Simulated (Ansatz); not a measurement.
Input file for Ansatz (a program for electronic structure):

Ansatz 0.2 input:
```yaml
crystal:
  lattice:
    - [3.553312197, 0.0, 0.0]
    - [-1.7766560985, 3.0772586301, 0.0]
    - [0.0, 0.0, 5.8178718038]
  atoms:
    - { symbol: Sn, position: [0.3333333333, 0.6666666667, 0.0002502307] }
    - { symbol: C, position: [0.6666666667, 0.3333333333, 0.1247497693] }
    - { symbol: Sn, position: [0.6666666667, 0.3333333333, 0.5002502307] }
    - { symbol: C, position: [0.3333333333, 0.6666666667, 0.6247497693] }
kpoints:
  mp_grid: { grid: [9, 9, 5] }
hamiltonian:
  xc: pbesol
  pseudopotentials: { azcp: { folder: ./paw }, kind: paw }
scf:
  occupations: { method: fixed }
dielectric: {}
```

Output (shortened):

```
Pseudopotential: Sn, paw, valence charge 14
Pseudopotential: C, paw, valence charge 4
Functional definition: PBEsol
Crystal: 4 atoms, lattice volume = 63.615 Å³
Basis set: ecut = 420 eV, 1237 PW (Γ), exchange–correlation on 48×48×80 points (8 copies of the dense FFT grid, shifted against one another)
Bands: 22, of which v1, the nominal top of the filled ones, is band 18 counted from 1 (17 counted from 0)
Symmetry: 12 space group operations
k-points: 115 of 405 (irreducible under 2 space group operations, time reversal used)
SCF iter   1: F=—  HF=-12392.182517 eV  |F-HF|=—  |Δ(HF+E_count)|=         —  Δρ=8.84e-2  dr2=7.89e0  ethr=3.10e-3  ⟨swp⟩=4.9  Hψ=10474  notcnv=0  defer=212
preconditioner: auto → Resta (q_TF=auto, 2.481 Å⁻¹)
SCF iter   2: F=—  HF=-12390.070794 eV  |F-HF|=—  |Δ(HF+E_count)|=    2.11e0  Δρ=2.72e-2  dr2=4.09e-1  ethr=3.10e-3  ⟨swp⟩=3.0  Hψ=5052  notcnv=0  defer=222
SCF iter   3: F=—  HF=-12389.999787 eV  |F-HF|=—  |Δ(HF+E_count)|=   7.10e-2  Δρ=1.39e-2  dr2=9.71e-2  ethr=1.13e-3  ⟨swp⟩=1.9  Hψ=2794  notcnv=0  defer=228
SCF iter   4: F=—  HF=-12389.986150 eV  |F-HF|=—  |Δ(HF+E_count)|=   1.36e-2  Δρ=1.40e-3  dr2=1.46e-3  ethr=2.70e-4  ⟨swp⟩=2.8  Hψ=3523  notcnv=0  defer=225
SCF iter   5: F=—  HF=-12389.986584 eV  |F-HF|=—  |Δ(HF+E_count)|=   4.34e-4  Δρ=6.29e-4  dr2=2.15e-4  ethr=4.04e-6  ⟨swp⟩=2.0  Hψ=4832  notcnv=0  defer=228
SCF iter   6: F=—  HF=-12389.986734 eV  |F-HF|=—  |Δ(HF+E_count)|=   1.50e-4  Δρ=7.75e-5  dr2=3.55e-6  ethr=5.98e-7  ⟨swp⟩=2.0  Hψ=3529  notcnv=0  defer=226
SCF iter   7: F=—  HF=-12389.986738 eV  |F-HF|=—  |Δ(HF+E_count)|=   3.92e-6  Δρ=1.64e-5  dr2=1.58e-7  ethr=9.86e-9  ⟨swp⟩=2.0  Hψ=3448  notcnv=0
SCF iter   8: F=—  HF=-12389.986738 eV  |F-HF|=—  |Δ(HF+E_count)|=   2.00e-7  Δρ=2.34e-6  dr2=3.70e-9  ethr=4.40e-10  ⟨swp⟩=2.0  Hψ=3353  notcnv=0
SCF iter   9: F=-12389.986738 eV  HF=-12389.986738 eV  |F-HF|=1.46e-11  |Δ(HF+E_count)|=   2.62e-9  Δρ=2.73e-7  dr2=3.93e-11  ethr=1.00e-12  ⟨swp⟩=4.9  Hψ=12630  notcnv=0
SCF 1 converged in 9 iterations: F = -12389.986738 eV  dr2 = 3.93e-11
NSCF: frozen V_eff on 6 k-points
DFPT response loops at Γ: preconditioner auto → Resta (q_TF=auto, 2.481 Å⁻¹)  ε∞=7.9 (no band partly filled) …
── the response to a field inside a basis, on 18×18×10 k-points: an SCF that follows is theirs, and a resumed run solves both again ──
Crystal: 4 atoms, lattice volume = 63.615 Å³
Bands: 19, of which v1, the nominal top of the filled ones, is band 18 counted from 1 (17 counted from 0)
k-points: 450
SCF iter   1: F=—  HF=-12389.966655 eV  |F-HF|=—  |Δ(HF+E_count)|=         —  Δρ=1.35e-4  dr2=4.29e-6  ethr=1.00e-1
preconditioner: auto → Resta (q_TF=auto, 2.481 Å⁻¹)
SCF iter   2: F=—  HF=-12389.966657 eV  |F-HF|=—  |Δ(HF+E_count)|=   2.24e-6  Δρ=7.59e-5  dr2=1.35e-6  ethr=1.19e-8
SCF iter   3: F=—  HF=-12389.966659 eV  |F-HF|=—  |Δ(HF+E_count)|=   1.14e-6  Δρ=1.06e-5  dr2=1.12e-7  ethr=3.74e-9
SCF iter   4: F=-12389.966659 eV  HF=-12389.966659 eV  |F-HF|=5.45e-9  |Δ(HF+E_count)|=   3.04e-9  Δρ=4.37e-6  dr2=8.98e-9  ethr=3.10e-10
SCF 1 converged in 4 iterations: F = -12389.966659 eV  dr2 = 8.98e-9
DFPT response loops at Γ: preconditioner auto → Resta (q_TF=auto, 2.481 Å⁻¹)  ε∞=7.5 (no band partly filled) …
SCF converged after 9 iterations
Free energy (F): -12389.986738 eV
Harris-Foulkes:  -12389.986738 eV  (|F-HF|=1.46e-11)
Internal energy: -12389.986738 eV  (E = F + TS)
E sigma→0 (E₀):  -12389.986738 eV
Fermi energy:    11.094139 eV
--- Per-component energies (eV) ---
  E_band       = -110.259653
  E_kinetic    = 508.051575
  E_local      = -2130.566194  (includes V_loc(G=0)·N_el)
  E_nonlocal   = 341.635123
  E_hartree    = 1056.916958
  E_xc         = -341.868600
  E_vxc        = -275.561787  (∫ρ·V_xc dr)
  E_paw        = -8787.377048  (= ΣΔE_a)
  E_vpaw       = -667.653005  (= ΣTr[D̂ρ^β])
  E_aug_tail   = 0.000606  (compensation charges beyond the density's cutoff)
  E_ewald      = -3037.391037
  E_core_change = 0.611880  (= ΣΔE_core)
  E_smearing   =  0.000000  (= −TS)
  E_closure    = 0.000000  (closes the sum)
  Σ components = -12389.986738   (vs F -12389.986738, Δ=0.00e0)
  [band-id]    e_kinetic+e_local+e_nonlocal+2·e_hartree+e_vxc+e_vpaw+e_augmentation_tail = -110.259767   (vs E_band -110.259653, Δ=-1.15e-4)
--- Band table (eV; the first three rows and the last of 115) ---
  k-point 0: bands = ["-10.0301", "-9.9914", "-9.9771", "-9.9771", "-9.9526", "-9.9526", "-9.8671", "-9.8671", "-9.8038", "-9.8038", "-2.8898", "-0.0190", "3.3707", "9.8023", "9.8023", "10.9882", "11.0941", "11.0941", "12.0542", "12.8626", "16.7404", "16.7404"]
  k-point 1: bands = ["-10.0257", "-9.9944", "-9.9766", "-9.9766", "-9.9565", "-9.9565", "-9.8592", "-9.8592", "-9.8083", "-9.8083", "-2.7300", "-0.5715", "4.1993", "9.7398", "9.9106", "9.9106", "10.9526", "10.9526", "12.9544", "12.9754", "16.7275", "16.8380"]…
  k-point 2: bands = ["-10.0149", "-10.0029", "-9.9731", "-9.9731", "-9.9652", "-9.9652", "-9.8408", "-9.8408", "-9.8216", "-9.8216", "-2.2556", "-1.4951", "5.9144", "7.8661", "10.2071", "10.2071", "10.6031", "10.6031", "13.2825", "13.5166", "16.4138", "17.0967"]
  k-point 114: bands = ["-10.0438", "-10.0338", "-9.9291", "-9.9249", "-9.9130", "-9.8963", "-9.8554", "-9.8494", "-9.8142", "-9.8116", "-0.3503", "0.2810", "4.4412", "5.0814", "7.3616", "7.9600", "8.2548", "9.3597", "14.2219", "14.8155", "16.2976", "16.3283"]…
--- Dielectric response (ions clamped): 3 representative field directions + reference, inside a basis on a mesh of 3240 k-points (Σ response iterations 15) ---
  ε∞ (high-frequency dielectric tensor):
        9.677851     0.000000     0.000000
        0.000000     9.677851     0.000000
        0.000000     0.000000    10.076268
  Born effective charges Z* (e; rows j = field, columns β = displacement):
    site 0:
         2.78237    0.00000    0.00000
         0.00000    2.78237    0.00000
         0.00000    0.00000    3.01823
    site 1:
        -2.78237    0.00000    0.00000
         0.00000   -2.78237    0.00000
         0.00000    0.00000   -3.01823
    site 2:
         2.78237    0.00000    0.00000
         0.00000    2.78237    0.00000
         0.00000    0.00000    3.01823
    site 3:
        -2.78237    0.00000    0.00000
         0.00000   -2.78237    0.00000
         0.00000    0.00000   -3.01823
  Z* charge neutrality: 2.395e-3 e pre-enforcement
  solved inside a basis spanned on kpoints, on 18×18×10 k-points transformed towards the longest dipole …
```

Cost: around 8 core-minutes (rough) on shared cores.

Space group P6_3mc (wurtzite). The start of the workflow was typed in or built on a structure type; neither database checked (COD, Materials Project) lists it. Its standing as an ambient phase is unchecked. Symmetry was held in the PBEsol relaxation; its stability against distortions is not shown here. Its formation energy is positive at this level, so the cell may be metastable or incomplete. Spin–orbit coupling is left out wherever it is not named.

Potentials: the earlier of the program's two PAW sets. The files were generated under PBE; for other functionals the program regenerates the frozen cores, and for LDA and PBEsol the local potential too.

Ansatz is a plane-wave DFT program.
